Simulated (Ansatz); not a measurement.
Ti:
```yaml
crystal:
  lattice:
    - [2.93451, 0.00000, 0.00000]
    - [-1.46726, 2.54136, 0.00000]
    - [0.00000, 0.00000, 4.64141]
  atoms:
    - { symbol: Ti, position: [0.33333, 0.66667, 0.75000] }
    - { symbol: Ti, position: [0.66667, 0.33333, 0.25000] }
```

Relaxed with r²SCAN.

Question: Decompose the optical modes at the zone centre into irreducible representations, and say which are infrared and Raman allowed.

Answer: Point group 6/mmm: Γ_opt = B1g + E2g. Infrared: none. Raman: E2g.

Question: Assign frequencies (DFPT, r²SCAN in the plane-wave PAW code Ansatz).

Answer: E2g 139, B1g 181 cm⁻¹.

Subscripts of B labels follow the axes of the standard setting.

Space group P6_3/mmc (hcp (Mg type)). The r²SCAN relaxation kept the symmetry of its start; of distortions, only those at the zone centre were tested. No spin polarisation was allowed. As this level gives no gap, phonon frequencies hold no LO–TO term and depend on the k-mesh and smearing (Fermi–Dirac, 0.1 eV here).

Potentials: the later of the program's two PAW sets.
